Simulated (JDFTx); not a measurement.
An input for JDFTx (a modified build) (Cu(110), vacuum; bohr, hartree) and the course of its log:

```
lattice \
  6.7603629300 0.0000000000 0.0000000000 \
  0.0000000000 4.7802984669 0.0000000000 \
  0.0000000000 0.0000000000 39.8732212296
coords-type Lattice
ion Cu 0.0000000000 0.0000000000 -0.1198874410 0
ion Cu 0.5000000000 0.5000000000 -0.0599437210 0
ion Cu 0.0000000000 0.0000000000 0.0000000000 0
ion Cu 0.5000000000 0.5000000000 0.0599437210 0
ion Cu 0.0000000000 0.0000000000 0.1198874410 0
ion-species pseudo/cu_pbe_v1.2.upf
elec-cutoff 20 100
elec-ex-corr gga-PBE
coulomb-interaction Slab 001
coulomb-truncation-embed 0 0 0
kpoint-folding 6 8 1
elec-smearing Fermi 0.01
lcao-params 10
elec-n-bands 61
electronic-scf nIterations 100 energyDiffThreshold 1e-08 history 3
dump-name vac.$VAR
dump End State Ecomponents EigStats BandEigs Forces ElecDensity IonicPositions Fillings Kpoints Dtot
```

```
[one cycle in 5 is shown, and the last three; fluid-solver lines are left out]
	FillingsUpdate:  mu: +0.291288471  nElectrons: 95.000000
SCF: Cycle:  0   F: -855.780960409777435   dF: +1.523e+02   |Residual|: 5.462e+00   |deigs|: 1.110e-01
	FillingsUpdate:  mu: -0.077267164  nElectrons: 95.000000
SCF: Cycle:  5   F: -1006.491948851309417   dF: -1.092e+01   |Residual|: 1.753e+00   |deigs|: 9.573e-02
	FillingsUpdate:  mu: -0.136441020  nElectrons: 95.000000
SCF: Cycle: 10   F: -1009.139123766737157   dF: +5.702e-03   |Residual|: 8.693e-02   |deigs|: 9.652e-03
	FillingsUpdate:  mu: -0.132843282  nElectrons: 95.000000
SCF: Cycle: 15   F: -1009.159898814479220   dF: +6.407e-05   |Residual|: 1.570e-02   |deigs|: 1.338e-03
	FillingsUpdate:  mu: -0.134725417  nElectrons: 95.000000
SCF: Cycle: 20   F: -1009.161232658241829   dF: -1.326e-04   |Residual|: 9.106e-03   |deigs|: 8.503e-04
	FillingsUpdate:  mu: -0.137614795  nElectrons: 95.000000
SCF: Cycle: 25   F: -1009.161497285380619   dF: -7.214e-05   |Residual|: 5.619e-03   |deigs|: 5.000e-04
	FillingsUpdate:  mu: -0.140908206  nElectrons: 95.000000
SCF: Cycle: 30   F: -1009.161584074276107   dF: -3.584e-05   |Residual|: 3.091e-03   |deigs|: 6.453e-04
	FillingsUpdate:  mu: -0.143588656  nElectrons: 95.000000
SCF: Cycle: 35   F: -1009.161601935818680   dF: -6.548e-06   |Residual|: 2.419e-03   |deigs|: 5.106e-04
	FillingsUpdate:  mu: -0.145734750  nElectrons: 95.000000
SCF: Cycle: 40   F: -1009.161608439674183   dF: -2.417e-06   |Residual|: 1.498e-03   |deigs|: 1.756e-04
	FillingsUpdate:  mu: -0.147996991  nElectrons: 95.000000
SCF: Cycle: 45   F: -1009.161609527563314   dF: -5.029e-07   |Residual|: 1.051e-03   |deigs|: 5.873e-04
	FillingsUpdate:  mu: -0.149506289  nElectrons: 95.000000
SCF: Cycle: 50   F: -1009.161609738373954   dF: -7.064e-07   |Residual|: 7.509e-04   |deigs|: 1.209e-04
	FillingsUpdate:  mu: -0.150765804  nElectrons: 95.000000
SCF: Cycle: 55   F: -1009.161609753293078   dF: -1.103e-06   |Residual|: 4.501e-04   |deigs|: 7.612e-05
	FillingsUpdate:  mu: -0.152235042  nElectrons: 95.000000
SCF: Cycle: 60   F: -1009.161609276231729   dF: -6.651e-08   |Residual|: 5.797e-04   |deigs|: 5.125e-04
	FillingsUpdate:  mu: -0.153421665  nElectrons: 95.000000
SCF: Cycle: 65   F: -1009.161609667862649   dF: +3.323e-07   |Residual|: 5.233e-04   |deigs|: 2.620e-04
	FillingsUpdate:  mu: -0.154936662  nElectrons: 95.000000
SCF: Cycle: 70   F: -1009.161610175427882   dF: +5.906e-08   |Residual|: 3.705e-04   |deigs|: 4.245e-04
	FillingsUpdate:  mu: -0.155470490  nElectrons: 95.000000
SCF: Cycle: 75   F: -1009.161610429417124   dF: +3.554e-07   |Residual|: 4.001e-04   |deigs|: 1.294e-04
	FillingsUpdate:  mu: -0.155934737  nElectrons: 95.000000
SCF: Cycle: 80   F: -1009.161610801139659   dF: +1.516e-07   |Residual|: 3.066e-04   |deigs|: 2.823e-04
	FillingsUpdate:  mu: -0.158486312  nElectrons: 95.000000
SCF: Cycle: 85   F: -1009.161611562113649   dF: -4.480e-07   |Residual|: 4.172e-04   |deigs|: 1.467e-03
	FillingsUpdate:  mu: -0.159230788  nElectrons: 95.000000
SCF: Cycle: 90   F: -1009.161611676393477   dF: +3.552e-08   |Residual|: 3.421e-04   |deigs|: 4.471e-04
	FillingsUpdate:  mu: -0.159573663  nElectrons: 95.000000
SCF: Cycle: 95   F: -1009.161611808889234   dF: -5.856e-09   |Residual|: 1.352e-04   |deigs|: 1.282e-04
	FillingsUpdate:  mu: -0.159684521  nElectrons: 95.000000
SCF: Cycle: 97   F: -1009.161611825375644   dF: +1.060e-09   |Residual|: 4.767e-05   |deigs|: 2.002e-04
	FillingsUpdate:  mu: -0.159747133  nElectrons: 95.000000
SCF: Cycle: 98   F: -1009.161611829830122   dF: -4.454e-09   |Residual|: 1.662e-05   |deigs|: 9.356e-05
	FillingsUpdate:  mu: -0.159762559  nElectrons: 95.000000
SCF: Cycle: 99   F: -1009.161611829643448   dF: +1.867e-10   |Residual|: 1.682e-05   |deigs|: 2.598e-05
SCF: None of the convergence criteria satisfied after 100 iterations.
IonicMinimize: Iter:   0  F: -1009.161611829643448  |grad|_K:  0.000e+00
IonicMinimize: Converged (|grad|_K<1.000000e-04).
```

This run gave no converged result. The loop ran out of cycles short of its threshold. It has stalled and not diverged: the last ten energies span 2e-07 Ha, so the total is near its end, but levels, forces and charges aren't shown converged.
